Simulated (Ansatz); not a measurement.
One stationary structure of CuI. All values below come from PBEsol (plane waves to 420 eV, PAW, scalar-relativistic; Ansatz, a quantum-chemistry and plane-wave program).

```
CELL_PARAMETERS angstrom
      0.00000     2.96956     2.96956
      2.96956     0.00000     2.96956
      2.96956     2.96956     0.00000
ATOMIC_POSITIONS crystal
  Cu 0.50000 0.50000 0.50000
  I  0.75000 0.75000 0.75000
```

Problem. Find the space group and the Wyckoff positions (tolerance 0.01 Å).

Solution. Space group F-43m (No. 216); a = 5.939 Å, b = 5.939 Å, c = 5.939 Å, α = 90.00°, β = 90.00°, γ = 90.00°

```json
[
 {"atom": "Cu", "site": "4b", "symmetry": "-43m", "x": "0.5000", "y": "0.5000", "z": "0.5000"},
 {"atom": "I", "site": "4c", "symmetry": "-43m", "x": "0.2500", "y": "0.2500", "z": "0.2500"}
]
```

This is the zinc blende type.

Problem. Give the shortest distances between elements (the closest pairs, up to four, under 3.6 Å).

Solution. Cu–I 2.57 Å.

| Quantity | Value |
|---|---|
| Volume per atom | 26.19 Å³ |
| Band gap | 1.17 eV, direct at Γ (no spin-orbit coupling) |

No spin polarisation in the result. Spin-orbit coupling is missing; with elements this heavy it can move band edges by tenths of an eV or more.

Measured for CuI: a 6.053 Å (as listed in arXiv:2305.18931). Computed minus measured — a: PBEsol -1.9 %. The computed values are for a static lattice.

It was reached from a disturbed copy of a Pm-3m (No. 221) cell (CsCl type), against which it lies -0.71 eV/atom.
